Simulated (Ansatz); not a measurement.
A geometry of SnO₂ away from equilibrium: the start of the relaxation of a generated cell, SnO2 placed in the AFLOW prototype AB2_hP9_162_ad_k (as in V2N). These are r2SCAN (plane waves to 500 eV, PAW, scalar-relativistic; Ansatz, a first-principles code) values and carry that method's errors. Γ-centred k-mesh 5×5×5 on the run's cell (coarser than for final values), Fermi–Dirac smearing 0.05 eV.

```xyz
9
Lattice="5.0966 0.0000 0.0000 -2.5483 4.4138 0.0000 0.0000 0.0000 4.7348" Properties=species:S:1:pos:R:3:forces:R:3 pbc="T T T" free_energy=-21527.071 pressure_GPa=6.4
O      0.8282     1.4345     1.2879    0.0748    0.1295   -1.0913
O      3.4402     0.0000     1.2879   -0.1495    0.0000   -1.0913
O     -1.7201     2.9793     1.2879    0.0748   -0.1295   -1.0913
O     -0.8282     1.4345     3.4470   -0.0748    0.1295    1.0913
O      1.7201     2.9793     3.4470   -0.0748   -0.1295    1.0913
O      1.6564     0.0000     3.4470    0.1495    0.0000    1.0913
Sn     0.0000     0.0000     0.0000    0.0000    0.0000    0.0000
Sn     2.5483     1.4713     2.3674    0.0000    0.0000    0.0000
Sn     0.0000     2.9425     2.3674    0.0000    0.0000    0.0000
```

Positions in Å, forces in eV/Å, free energy of the cell in eV (comparable only within this code, potentials and settings). Largest force: 1.10 eV/Å, on O1, O2, O3, O4, O5, O6 (atoms numbered as listed); the geometry lies 0.06 eV/atom above the end of its relaxation.

No spin polarisation in the result.

The run could not lose the symmetry of its start: the end is stationary, and may be a saddle point rather than a minimum.

The end of the path is a generated cell of SnO2: the first start was made by placing the elements on the sites of a structure type, and the end was not matched to a known phase here, so it may be hypothetical. Known forms of SnO2 include space group No. 136.
